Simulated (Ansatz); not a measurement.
As (fcc (Cu type), Fm-3m) at seven volumes, r²SCAN+D4 in the plane-wave PAW code Ansatz, scaled uniformly. One row is withheld.

```csv
V (Å³/atom),P (GPa)
17.092,10.37
17.656,6.37
18.219,2.93
18.783,0.00
19.346,-2.38
19.910,?
20.473,-6.20
```

Question: Fit the shown pressures and predict the withheld one.

Answer: P = (3/2)B₀(x^(7/2) − x^(5/2))[1 + (3/4)(B′ − 4)(x − 1)] with x = (V₀/V)^(2/3). Least squares on the six rows gives V₀ = 18.792 Å³/atom, B₀ = 88.1 GPa, B′ = 4.59. At V = 19.910, x = 0.9622 and P = -4.46 GPa. The run itself gave -4.35 GPa.

A made-up cell: these elements were put on the sites of a structure type; neither database checked (COD, Materials Project) lists it. It is not the phase usual at ambient conditions (space group No. 166). The cell was relaxed with r²SCAN+D4 under the symmetry of its start. At this level the phase is mechanically unstable.

Potentials: the earlier of the program's two PAW sets.
